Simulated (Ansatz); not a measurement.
Na: the functional and the phonons

Na in the bcc lattice, relaxed with PBE.

```
Na
1.0
    -2.10307    2.10307    2.10307
     2.10307   -2.10307    2.10307
     2.10307    2.10307   -2.10307
Na
1
Direct
  0.00000 0.00000 0.00000
```

Settings of the Ansatz calculation: PBE; Ansatz hand-made PAW at 700 eV; k mesh 8×8×8; Fermi–Dirac smearing of 0.1 eV; no spin. Harmonic phonons by finite displacements in cells commensurate with each q, in cm⁻¹; i marks an unstable mode.

Caveats: coarse k mesh.

At 37.21 Å³ an atom it gives lowest mode at q = [0.5, -0.5, 0.5] (cm⁻¹) 122; top mode at q = [0.5, -0.5, 0.5] (cm⁻¹) 122.

Q: Repeat with LDA in a typed cell of 37.04 Å³ an atom, on the same kind of potentials and mesh. What changes?

A: 
```csv
functional,cutoff (eV),volume (Å³/atom),"lowest mode at q = [0.5, -0.5, 0.5] (cm⁻¹)","top mode at q = [0.5, -0.5, 0.5] (cm⁻¹)"
LDA in a typed cell of 37.04 Å³ an atom,700,37.04,114,114
```
